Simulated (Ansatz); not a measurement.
Starting cell, InSb (zinc blende):

```
InSb
1.0
    0.00000     3.25957     3.25957
    3.25957     0.00000     3.25957
    3.25957     3.25957     0.00000
Sb In
1 1
Direct
  0.75000   0.75000   0.75000
  0.00000   0.00000   0.00000
```

In this cell atom 1 (Sb, nearest neighbour In at 2.823 Å; its periodic images, 4.6 Å or more away, move with it) is moved by u·(1.000, 0.000, 0.000) + v·(0.000, 1.000, 0.000); the rest is frozen.

Method: PBEsol (plane waves to 420 eV, PAW, scalar-relativistic; Ansatz, a quantum-chemistry and plane-wave program). k mesh 10×10×10 (Γ-centred), Fermi-Dirac smearing 0.05 eV. E stands for the smeared free energy. With partly filled bands, energies and forces of such displacements shift with the k mesh and the smearing. At this level the bands of InSb touch or barely overlap; measurements give the solid a gap. InSb was relaxed with its symmetry unable to fall. Spin-orbit coupling is left out, though Sb is heavy. ΔE is measured from the undisplaced structure. Axes are in Å.

Question: Give the computed ΔE (meV/cell) at all points of the grid u = -0.420, -0.210, 0.000, 0.210, 0.420 by v = -0.420, -0.210, 0.000, 0.210, 0.420.

Answer: ΔE (meV/cell), with u across and v down:

```tsv
v \ u	-0.420	-0.210	0.000	0.210	0.420
-0.420	1252	726	544	726	1252
-0.210	726	293	142	293	726
0.000	544	142	0	142	544
0.210	726	293	142	293	726
0.420	1252	726	544	726	1252
```

(A displaced cell: forces are minus the slopes of the energy, force constants its curvatures, and phonons follow from these.)
